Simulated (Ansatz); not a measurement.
A geometry of Be away from equilibrium: step 3 of the relaxation of a relaxed Be cell displaced along its unstable phonon at q = (½, ½, 0) of its primitive reciprocal cell (420i cm⁻¹), largest move 0.15 Å. Calculation: r2SCAN (plane waves to 500 eV, PAW, scalar-relativistic; Ansatz, an electronic-structure program). Γ-centred k-mesh 11×11×11 on the run's cell (coarser than for final values), Fermi–Dirac smearing 0.05 eV. The plane waves were selected for a different cell earlier on the path.

```
CELL_PARAMETERS angstrom
      0.08360     4.74568     4.75012
      2.41464     2.41464     4.75012
      2.41464     2.41464     0.00000
ATOMIC_POSITIONS crystal
  Be 0.03332 0.72779 0.58884
  Be 0.46668 0.79443 0.88894
  Be 0.96668 0.52221 0.36106
  Be 0.53332 0.45557 0.66116
```

Question: What forces act on the atoms (eV/Å)?

Answer: 
| atom | Fx | Fy | Fz |
|---|---|---|---|
| Be1 | -1.05 | -0.63 | 0.52 |
| Be2 | 1.05 | 0.63 | 0.52 |
| Be3 | -0.63 | -1.05 | -0.52 |
| Be4 | 0.63 | 1.05 | -0.52 |

The path ends in P6₃/mmc (No. 194) (hcp (Mg type)). No spin polarisation in the result.

The run could not lose the symmetry of its start.

Of the parent cell (Fd-3m (No. 227)): it is a generated cell of Be: the first start was made by placing the elements on the sites of a structure type, and the end was not matched to a known phase here, so it may be hypothetical. Known forms of Be include space group No. 194.
